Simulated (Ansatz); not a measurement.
Space group Pm-3m (No. 221). a = 3.990 Å, b = 3.990 Å, c = 3.990 Å, α = 90.00°, β = 90.00°, γ = 90.00°
```tsv
atom	site	symmetry	x	y	z
K	1b	m-3m	0.5000	0.5000	0.5000
Ta	1a	m-3m	0.0000	0.0000	0.0000
O	3d	4/mm.m	0.5000	0.0000	0.0000
```

Equation of state of this KTaO$_{3}$ structure (not necessarily the ground state), with shape and atoms relaxed at each volume where symmetry leaves them free. The calculation used Ansatz, DFT r2SCAN, scalar-relativistic, plane waves, PAW.

Plane waves to 500 eV, a k mesh through Γ of 6×6×6 on the computed 5-atom cell and Gaussian smearing (0.02 eV); no spin polarisation.

| V (Å³/atom) | E − E(largest V) (meV/atom) | P (GPa) | gap on mesh (eV) |
| --- | --- | --- | --- |
| 11.944 | 6.49 | 14.82 | 2.78 |
| 12.325 | -18.99 | 6.81 | 2.70 |
| 12.706 | -26.86 | 0.00 | 2.63 |
| 13.087 | -19.79 | -5.79 | 2.55 |
| 13.468 | 0.00 | -10.71 | 2.47 |

**Question.** Fit a third-order Birch–Murnaghan equation to E(V).

**Answer.** V0 = 12.71 Å³/atom, B0 = 209 GPa, B0' = 4.4.

Spin-orbit coupling is left out, which matters for the bands of heavy elements.

Symmetry holds off the tilts and polar distortions that many cubic perovskites undergo.